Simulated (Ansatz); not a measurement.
Theory: DFT PBE, scalar-relativistic, plane waves, PAW (Ansatz). All cells share a 420 eV cutoff and Γ-centred k meshes spaced at most about 0.3 Å⁻¹ (about 0.25 or finer for metals, 2π included). No spin polarisation in the final relaxations.

These are static total energies at zero pressure. All come from trial cells, and lower structures may exist.

Question: These unrelaxed guesses for Ge2Sb2Se are each relaxed within their symmetry. Order them by the energy at which they end, lowest first.
A.

```
Ge Sb Se
1.0
     4.37820    0.00000    0.00000
    -2.18910    3.79163    0.00000
     0.00000    0.00000    8.26477
Ge Sb Se
2 2 1
Cartesian
  0.0000 2.5278 4.1324
  2.1891 1.2639 0.0000
  0.0000 0.0000 2.3294
  0.0000 0.0000 5.9354
  0.0000 2.5278 0.0000
```

B.

```
Ge Sb Se
1.0
     4.44472    0.00000    0.00000
     0.00000    4.44472    0.00000
     0.00000    0.00000    6.24612
Ge Sb Se
2 2 1
Direct
  0.50000 0.50000 0.20100
  0.50000 0.50000 0.79900
  0.00000 0.00000 0.74003
  0.00000 0.00000 0.25997
  0.50000 0.50000 0.50000
```

C.

```
Ge Sb Se
1.0
     4.52273    0.00000    0.00000
    -2.26137    3.91680    0.00000
     0.00000    0.00000    7.52955
Ge Sb Se
2 2 1
Direct
  0.33333 0.66667 0.25490
  0.66667 0.33333 0.74510
  0.33333 0.66667 0.63361
  0.66667 0.33333 0.36639
  0.00000 0.00000 0.00000
```

Answer: C (ends in P-3m1, 0 meV/atom), B (ends in P4/mmm, 66 meV/atom), A (ends in P-6m2, 199 meV/atom). Even the lowest end lies +0.10 eV/atom against the elements.

No dispersion correction is applied, so the spacing and binding between layers, chains or molecules are poorly described (P-6m2), and this can change margins and order among such cells. Spin–orbit coupling, which can matter for Sb, is left out. Cells relaxed within their symmetry can be saddle points. Some structure types and database cells were kept out of the candidates from the start, so a known form may be missing.
